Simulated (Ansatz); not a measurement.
HfBN:
```yaml
crystal:
  lattice:
    - [2.72593, 0.00000, 0.00000]
    - [-1.36297, 2.36072, 0.00000]
    - [0.00000, 0.00000, 4.89732]
  atoms:
    - { symbol: Hf, position: [0.00000, 0.00000, 0.00000] }
    - { symbol: B, position: [0.33333, 0.66667, 0.50000] }
    - { symbol: N, position: [0.66667, 0.33333, 0.50000] }
```

Relaxed with PBEsol. Special points in fractions of this cell's reciprocal vectors: Γ (0.000, 0.000, 0.000); M (0.500, 0.000, 0.000); K (0.333, 0.333, 0.000); A (0.000, 0.000, 0.500); L (0.500, 0.000, 0.500); H (0.333, 0.333, 0.500).

Q: List the band energies nearest the Fermi level at these points for DFT-PBEsol with spin–orbit coupling in the program Ansatz with PAW potentials.

A: In eV from the Fermi level; about four levels below and three above (degenerate sets whole), none deeper than 8.9 eV; points with the same levels are listed once.

```json
[
 {"k": "Γ", "below": "-5.45 -5.45 -0.22 -0.22", "above": "1.45 1.45 1.94 1.94"},
 {"k": "M", "below": "-3.83 -3.83 -1.58 -1.58", "above": "1.59 1.59 2.64 2.64"},
 {"k": "K", "below": "-5.56 -5.54 -3.33 -3.27", "above": "0.09 0.18 0.66"},
 {"k": "A", "below": "-5.43 -5.43 -4.35 -4.35", "above": "1.37 1.37 1.58 1.58"},
 {"k": "L", "below": "-1.88 -1.88 -0.83 -0.83", "above": "3.58 3.58 4.24 4.24"},
 {"k": "H", "below": "-2.28 -1.84 -0.04 -0.01", "above": "0.14 0.14 1.20"}
]
```

Space group P-6m2. The start of the workflow was typed in or built on a structure type; neither database checked (COD, Materials Project) lists it. Its standing as an ambient phase is unchecked. The cell was relaxed with PBEsol under the symmetry of its start. At this level the phase is dynamically unstable (imaginary phonons). No spin polarisation was allowed. The volume moved by 28 % from the start of the relaxation.

Potentials: the earlier of the program's two PAW sets. The files were generated under PBE; for other functionals the program regenerates the frozen cores, and for LDA and PBEsol the local potential too.
